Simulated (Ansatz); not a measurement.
Relaxed SiC (wurtzite):

```yaml
crystal:
  lattice:
    - [6.18391, 0.00000, 0.00000]
    - [-1.54598, 2.67771, 0.00000]
    - [0.00000, 0.00000, 5.07427]
  atoms:
    - { symbol: Si, position: [0.33333, 0.33333, 0.00052] }
    - { symbol: Si, position: [0.83333, 0.33333, 0.00052] }
    - { symbol: Si, position: [0.16667, 0.66667, 0.50052] }
    - { symbol: Si, position: [0.66667, 0.66667, 0.50052] }
    - { symbol: C, position: [0.33333, 0.33333, 0.62468] }
    - { symbol: C, position: [0.83333, 0.33333, 0.62468] }
    - { symbol: C, position: [0.16667, 0.66667, 0.12468] }
    - { symbol: C, position: [0.66667, 0.66667, 0.12468] }
```

The atoms are displaced by Q × the pattern below (from a DFPT mode at M = (0.5, 0.0, 0.0), largest move 1; Q in Å), at fixed cell. (q is in reciprocal vectors of the primitive cell; the cell shown is doubled to hold the pattern.)

```
atom       x       y       z
----  ------  ------  ------
Si1    0.171   0.099   0.059
Si2   -0.171  -0.099  -0.059
Si3    0.171   0.099  -0.059
Si4   -0.171  -0.099   0.059
C5    -0.291  -0.168  -0.942
C6     0.291   0.168   0.942
C7    -0.291  -0.168   0.942
C8     0.291   0.168  -0.942
```

Calculation: PBE (plane waves to 420 eV, PAW, scalar-relativistic; Ansatz, an electronic-structure program). k mesh 6×12×7 (Γ-centred), Fermi-Dirac smearing 0.05 eV. The energy includes the smearing's −TS. SiC was relaxed with its symmetry unable to fall. ΔE is measured from the undisplaced structure.

| Q (Å) | ΔE (meV/cell) |
|---|---|
| -0.180 | 1860 |
| -0.150 | 1286 |
| -0.120 | withheld |
| -0.090 | 460 |
| -0.060 | 204 |
| -0.030 | 51 |
| 0.000 | 0 |
| 0.030 | 51 |
| 0.060 | 204 |
| 0.090 | 460 |
| 0.120 | withheld |
| 0.150 | 1286 |
| 0.180 | 1860 |

Q: Fit an even polynomial form (powers 2, 4) to the given rows and predict ΔE at Q = -0.120.

A: Least squares on the 11 given rows: ΔE = (56580)·Q² + (25440)·Q⁴, in meV/cell with Q in Å; root-mean-square residual 0.1 meV/cell. At -0.120 the fit gives 820 meV/cell; the calculation gives 821 meV/cell, so the interpolation is off by -1 (-0.1 %). The quadratic term alone would give 815 meV/cell.

(A displaced cell: forces are minus the slopes of the energy, force constants its curvatures, and phonons follow from these.)
